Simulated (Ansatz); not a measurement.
Cs3CoBr5, several self-consistent solutions

```xyz
18
Lattice="-4.7300 4.7300 7.5200 4.7300 -4.7300 7.5200 4.7300 4.7300 -7.5200" Properties=species:S:1:pos:R:3 pbc="T T T"
Cs    6.2327    1.5027    0.0000
Cs    3.2273    1.5027    7.5200
Cs   -1.5027    3.2273    7.5200
Cs    1.5027    3.2273    0.0000
Cs    0.0000    0.0000    3.7600
Cs    0.0000    0.0000   11.2800
Co    0.0000    4.7300    3.7600
Co    4.7300    0.0000    3.7600
Br    0.0000    0.0000    0.0000
Br    0.0000    0.0000    7.5200
Br    1.3687    6.0987    2.3429
Br    3.3613    1.3687    2.3429
Br   -1.3687    3.3613    2.3429
Br    6.0987   -1.3687    2.3429
Br    1.3687    3.3613    5.1771
Br    3.3613   -1.3687    5.1771
Br   -1.3687    6.0987    5.1771
Br    6.0987    1.3687    5.1771
```

Method: r2SCAN in Ansatz 0.2.0, PAW datasets, plane waves to 500 eV, 4×4×4 Γ-centred mesh, fermi-dirac occupations of width 0.050 eV. The atoms are fixed and numbered as listed; spin is collinear, without spin-orbit coupling.

Different starts of the self-consistent cycle ended in different solutions. Their moments in μB:

```tsv
state	Co7	Co8	other atoms together	size of the net moment a cell
A	2.49	2.49	0.48	6.00
B	0.00	0.00	0.00	0.00
C	2.49	-2.49	0.00	0.00
```

Site moments are taken in small spheres that don't touch (radius about 0.4 of the atom's shortest bond), so those of the magnetic atoms read low, and they needn't add up to the net moment. State B was run without spin polarisation.

Problem. Which state has the lowest energy at zero smearing, and how far up are the others?

Solution. State C (antiparallel, compensated) comes first by a margin too small to trust; A (parallel moments) is level with it, B (without moments) lies 299 meV above it, all counted an atom of the cell. The two lowest differ by only 0.0 meV for each atom with a column above, which mesh or functional could overturn.

Problem. Which states have a gap on the mesh, and what pressure does each exert on this cell?

Solution. A: gap 2.02 eV, 0.7 GPa; B: no gap, 0.0 GPa; C: gap 2.17 eV, 0.7 GPa (positive in compression).

Problem. What does magnetism gain here?

Solution. 299 meV an atom of the cell, or 2687 meV for each Co atom, against state B, which has none. A run without spin would miss this and give wrong energies and forces. That state isn't the paramagnet, which keeps its moments, so this is no ordering energy.

The cell is that of a Crystallography Open Database entry, unchanged.

Caveats: only orders that fit this cell and collinear spins were tried, so the true order may need a larger cell or canted moments; atoms and cell are not relaxed, and each state would relax in its own way; the k mesh is coarse, so differences of a few meV are uncertain where a state is a metal; one start a pattern, so a lower state of the same pattern may exist.
